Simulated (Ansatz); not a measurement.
## Course of a relaxation: HfWS4

The guess for HfWS4 was made by a generator: random cell by space group and Wyckoff sites (P6/mmm, No. 191). The dimensions are guesses.

```yaml
crystal:
  lattice:
    - [5.03518, 0.00000, 0.00000]
    - [-2.51759, 4.36059, 0.00000]
    - [0.00000, 0.00000, 7.16921]
  atoms:
    - { symbol: Hf, position: [0.00000, 0.00000, 0.50000] }
    - { symbol: W, position: [0.00000, 0.00000, 0.00000] }
    - { symbol: S, position: [0.00000, 0.00000, 0.74964] }
    - { symbol: S, position: [0.00000, 0.00000, 0.25036] }
    - { symbol: S, position: [0.33333, 0.66667, 0.00000] }
    - { symbol: S, position: [0.66667, 0.33333, 0.00000] }
```

Level of theory: DFT PBE, scalar-relativistic, plane waves, PAW (Ansatz). Cutoff 420 eV, Gaussian smearing, Γ-centred meshes. Cell and atoms relax first on a coarse mesh and then on a finer one. In between, the cell is made exact in the group found at 0.06 Å. In metals the finer mesh still leaves noise of several meV/atom or more. The steps can't lower the symmetry of their start. No spin polarisation.

Steps on the 6×6×4 mesh (6 atoms, 12 steps). The free energy counts from the last step; some steps are skipped; the plane-wave basis is renewed at times, which shifts energy and pressure.

| step | ΔF (meV/atom) | V (Å³/atom) | P (GPa) | largest force component (eV/Å) |
| --- | --- | --- | --- | --- |
| 1 | 3519.3 | 26.23 | 43.91 | 0.938 |
| 2 | 2422.8 | 27.30 | 33.02 | 1.132 |
| 3 | 1580.6 | 28.21 | 23.80 | 0.337 |
| 5 | 522.9 | 28.95 | 5.18 | 0.264 |
| 6 | 183.3 | 27.44 | 1.01 | 0.339 |
| 7 | 32.8 | 25.41 | 1.56 | 0.329 |
| 8 | 23.8 | 24.98 | 1.79 | 0.166 |
| 10 | 1.1 | 25.49 | 0.64 | 0.003 |
| 11 | 0.0 | 25.59 | 0.06 | 0.020 |
| 12 | 0.0 | 25.59 | 0.06 | 0.020 |

The relaxed structure, after a last relaxation on the converged mesh:

```yaml
crystal:
  lattice:
    - [4.33409, 0.00000, 0.00000]
    - [-2.16705, 3.75343, 0.00000]
    - [0.00000, 0.00000, 9.42575]
  atoms:
    - { symbol: Hf, position: [0.00000, 0.00000, 0.50000] }
    - { symbol: W, position: [0.00000, 0.00000, 0.00000] }
    - { symbol: S, position: [0.00000, 0.00000, 0.74626] }
    - { symbol: S, position: [0.00000, 0.00000, 0.25374] }
    - { symbol: S, position: [0.33333, 0.66667, 0.00000] }
    - { symbol: S, position: [0.66667, 0.33333, 0.00000] }
```

The symmetry stays P6/mmm (No. 191). The volume per atom shrinks by 2.6 %, from 26.2 to 25.6 Å³. The shortest distance goes from 1.79 Å (Hf–S) to 2.32 Å (Hf–S). The ratio c/a of the conventional cell changes by a factor of 1.53. The energy falls by about 3.5 eV/atom (the start's value is from the coarse mesh). Around Hf lie 2 S at 2.32 Å; W is surrounded by 8 S at 2.39–2.50 Å; S on a site of symmetry 6mm is surrounded by 1 Hf at 2.32 Å and 1 W at 2.39 Å; 1 more site not described.

```yaml
Volume_per_atom: 25.56 Å³
Density: 5.31 g/cm³
Energy_over_the_elements: +0.05 eV/atom
Gap_on_the_12×12×4_mesh_of_the_6-atom_cell: 0 eV (a metal)
```

Energies over the elements count from the elements' standard structures at the same level, with no fitted energy shifts.

The last run used Gaussian smearing of 0.10 eV. These runs have no spin–orbit coupling, which can matter for Hf and W. The reference form of S is held partly by dispersion forces, which this level lacks. Symmetry constrained the relaxation, so the result can be a saddle point. In all, the 3 runs took 2.3 min on 1 thread of Intel(R) Xeon(R) Platinum 8488C (Sapphire Rapids), on a shared host.
